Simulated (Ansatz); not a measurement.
Frames from the relaxation of a relaxed CaSnF6 cell with every coordinate shifted by Gaussian noise of σ = 0.1 Å, as extended XYZ (Å, eV, eV/Å, GPa with compression positive). Calculation: r2SCAN (plane waves to 500 eV, PAW, scalar-relativistic; Ansatz, a quantum-chemistry and plane-wave program). Γ-centred k-mesh 5×5×5 on the run's cell (coarser than for final values), Fermi–Dirac smearing 0.05 eV.

```xyz
8
Lattice="2.8416 1.6406 4.9003 -2.8416 1.6406 4.9003 0.0000 -3.2812 4.9003" Properties=species:S:1:pos:R:3:forces:R:3 pbc="T T T" step=1 free_energy=-12726.466 pressure=6.8 accepted=T
Ca    -0.1676     0.0541     0.1168    0.7801   -1.3442   -1.7822
Sn    -0.0086     0.1735     7.4481   -2.0527   -3.7989   -4.2484
F      0.9836    -1.0425     8.5338    0.6925   -1.1809    0.9036
F     -1.1825     1.2010     6.1874    0.8115   -0.3683    0.2479
F     -1.5547    -0.2464     8.3995   -1.9403   -0.5261    1.3760
F      1.6025     0.3561     6.4577    0.7916   -0.1192   -1.3888
F      0.5784     1.5420     8.4413    0.9457    4.1013    2.9504
F     -0.5176    -1.7877     6.2777   -0.0283    3.2363    1.9416
8
Lattice="2.8333 1.6480 4.9692 -2.8159 1.6480 4.9591 0.0087 -3.2182 4.9381" Properties=species:S:1:pos:R:3:forces:R:3 pbc="T T T" step=3 free_energy=-12727.988 pressure=-1.3 accepted=T
Ca    -0.0347     0.0239     0.0464    0.0054    0.0526    0.0355
Sn    -0.0205     0.0716     7.4859    0.0000   -0.0073    0.0023
F      0.9698    -1.1854     8.6419    0.1242    0.0208    0.0812
F     -1.0161     1.3241     6.3305   -0.1177   -0.0082   -0.0802
F     -1.6194    -0.1421     8.6221   -0.0534   -0.1206    0.0817
F      1.5780     0.2858     6.3499    0.0632    0.1210   -0.0795
F      0.5768     1.5728     8.6219   -0.0823    0.0912    0.0749
F     -0.6070    -1.4288     6.3485    0.0607   -0.1501   -0.1163
8
Lattice="2.8178 1.6265 4.9389 -2.8060 1.6260 4.9322 0.0055 -3.2194 4.9244" Properties=species:S:1:pos:R:3:forces:R:3 pbc="T T T" step=4 free_energy=-12728.009 pressure=0.1 accepted=T
Ca    -0.0331     0.0377     0.0565   -0.0108   -0.0586   -0.0003
Sn    -0.0260     0.0444     7.4520    0.1463    0.1926    0.1411
F      0.9836    -1.1892     8.6141    0.0256    0.0259    0.0095
F     -1.0309     1.2691     6.2835   -0.0824    0.0667   -0.0351
F     -1.6200    -0.2008     8.5866   -0.0031   -0.0139    0.0091
F      1.5647     0.2883     6.3081    0.0276    0.0497    0.0147
F      0.5343     1.5588     8.5777   -0.0008    0.0545    0.0557
F     -0.5751    -1.4449     6.3175   -0.1026   -0.3171   -0.1950
```

The path has 9 moves and ends in R-3 (No. 148), 0.19 eV/atom below its start. Free energies are of the whole cell and compare only within this code, potentials and settings.  No spin polarisation in the result.

The cell that was disturbed is our relaxation of an entry of Materials Project.
